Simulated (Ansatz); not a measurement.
## NbRu (Pm-3m), two-dimensional strain map

All numbers below come from DFT PBEsol, scalar-relativistic, plane waves, PAW in Ansatz 0.2.0. Cutoff 420 eV, Γ-centred 16×16×16 k-points, Gaussian smearing of 0.15 eV. No spin polarisation. Energies are free energies at this smearing, counted from the undisturbed cell; pressure is positive in compression.

Reference structure (as given, not relaxed at this level; it stands at -9.7 GPa, and it needn't be the usual structure):

```yaml
crystal:
  lattice:
    - [3.18400, 0.00000, 0.00000]
    - [0.00000, 3.18400, 0.00000]
    - [0.00000, 0.00000, 3.18400]
  atoms:
    - { symbol: Nb, position: [0.00000, 0.00000, 0.00000] }
    - { symbol: Ru, position: [0.50000, 0.50000, 0.50000] }
```

The cell is strained by p along both x and y and by q along z, fractional coordinates fixed. Points are written (p, q). At -10 GPa the given cell is far from its own equilibrium, so these figures belong to a strongly strained crystal.

Energy above the undisturbed cell in meV/atom (a dash: not computed):

| p \ q | -0.050 | -0.025 | 0.000 | 0.025 | 0.050 |
| --- | --- | --- | --- | --- | --- |
| -0.050 | 145.1 | 71.2 | 13.8 | -24.8 | -43.3 |
| -0.025 | 22.1 | -6.6 | -23.7 | -29.5 | -21.1 |
| 0.000 | -26.3 | -20.2 | 0.0 | 27.6 | 62.5 |
| 0.025 | -8.4 | 23.6 | 71.9 | 129.8 | 192.0 |
| 0.050 | 66.5 | 118.4 | 187.1 | 267.5 | 354.0 |

Pressure in GPa:

```csv
p \ q,-0.050,-0.025,0.000,0.025,0.050
-0.050,35.8,26.1,17.5,9.8,3.1
-0.025,17.2,9.2,2.2,-4.0,-9.4
0.000,2.4,-4.1,-9.7,-14.7,-19.0
0.025,-9.3,-14.5,-19.0,-22.8,-26.2
0.050,-18.3,-22.6,-26.1,-29.1,-31.6
```